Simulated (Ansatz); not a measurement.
Phonons of V (Im-3m)

```xyz
1
Lattice="-1.4801 1.4801 1.4801 1.4801 -1.4801 1.4801 1.4801 1.4801 -1.4801" Properties=species:S:1:pos:R:3 pbc="T T T"
V     0.0000    0.0000    0.0000
```

The conventional cell has a = 2.960 Å, b = 2.960 Å, c = 2.960 Å, α = 90.00°, β = 90.00°, γ = 90.00°. Around V (atom 1) lie 8 V at 2.56 Å.

Level of theory, where no other is named: PBEsol, all-electron LAPW in Ansatz 0.2.0, scalar-relativistic. k mesh 24×24×24, Fermi-Dirac smearing of 0.100 eV, basis error target 1 meV/atom. The cell was relaxed by PAW under this functional, which moved its volume by -7 % from the database entry's.

Atoms are displaced by 0.01 Å in the smallest supercells that hold the wave vectors of a 4×4×4 mesh. Negative values stand for unstable modes.

(1) What are the phonon energies at the solved wave vectors, in cm⁻¹?

(2) Is the structure dynamically stable at these wave vectors?

(3) How well do frozen-core PAW files reproduce these all-electron values?

Answers

(1) 

```tsv
q	point	modes (cm⁻¹)
0.250 0.000 0.000	–	104.5, 125.6, 182.2
0.500 0.000 0.000	N	184.3, 216.1, 233.4
0.250 0.250 0.000	–	159.1, 173.9, 245.8
0.250 0.250 0.250	P	213.2 (×3)
-0.250 0.250 0.250	–	153.6 (×2), 256.2
0.500 0.500 0.250	–	190.1, 237.1, 250.6
0.500 0.500 0.500	H	274.8 (×3)
```

(2) Yes, no mode is unstable there; wave vectors off this mesh aren't tested.

(3) With a cutoff of 420 eV and displacements of 0.0025 Å, the r.m.s. difference over the modes is 0.2 cm⁻¹; the largest difference is 250.9 (PAW) against 250.6 cm⁻¹ (LAPW).

Dispersion interpolated along Gamma–H–N–Gamma–P–H–P–N (exact only at the mesh points), cm⁻¹:

```csv
distance (Å⁻¹),ω1,ω2,ω3
0.000,0,0,0
0.708,61,61,228
1.415,228,228,234
2.123,275,275,275
2.623,227,255,262
3.123,174,224,241
3.623,184,216,234
4.124,156,169,205
4.624,38,88,139
5.124,0,0,0
5.737,74,74,168
6.350,146,146,254
6.963,213,213,213
7.575,180,216,216
8.188,215,248,248
8.801,275,275,275
9.414,215,248,248
10.026,180,216,216
10.639,213,213,213
10.993,186,206,231
11.347,180,216,225
11.700,184,216,234
```

Caveats: responses of metals move with mesh and smearing; the frozen-core PAW files of the compared runs were fitted under PBE, their cores solved anew for this functional.
